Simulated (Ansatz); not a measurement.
Cs2TcF6 in space group P-3m1 (No. 164; Cs on 2d, Tc on 1a, F on 6i), r²SCAN (plane waves, PAW; program Ansatz). The conduction-band minimum lies at L, with 3 equivalent valleys. Second derivatives d²E/dk² of the lowest band at one valley (eV·Å²), along Cartesian directions:

```tsv
direction	d²E/dk²
[100]	1.186
[010]	0.4896
[001]	0.5413
[110]	0.8381
[101]	0.8638
[011]	0.4880
```

Task: Find the principal effective masses, the density-of-states mass and the conductivity mass.

Result: Off-diagonal terms follow from H_xy = H[110] − (H_xx + H_yy)/2, and m*/mₑ = 7.620 eV·Å² over each eigenvalue: 6.4, 14, 16. One valley's DOS mass (m₁m₂m₃)^(1/3) = 11, conductivity mass 3/(Σ 1/mᵢ) = 10 mₑ.

Task: What effective density of states Nc follows at 300 K for parabolic valleys?

Result: Nc = 2.509e19 × 3 × (11)^(3/2) / 2 (one spin channel) ≈ 1.4e21 cm⁻³.

The first step of the workflow began from a Materials Project structure, measured or hypothetical; the Crystallography Open Database files this formula in space group No. 164, but the cells were not matched. Whether it is the stable phase at ambient conditions was not checked. Symmetry was held in the r²SCAN relaxation; whether a distortion lowers the energy is not shown. The final state is ferromagnetic, chosen from 5 collinear starts compared on coarse meshes (ties went to the first, and starts can fall back to one state), not a proven ground state. Other orbital occupations within this spin state were not tried. No Hubbard U is applied. Scalar-relativistic: spin–orbit coupling is off unless named, which matters more the heavier the elements.

Potentials: the later of the program's two PAW sets.

Edges and masses are those of Kohn–Sham bands, whose gap is no quasiparticle gap.
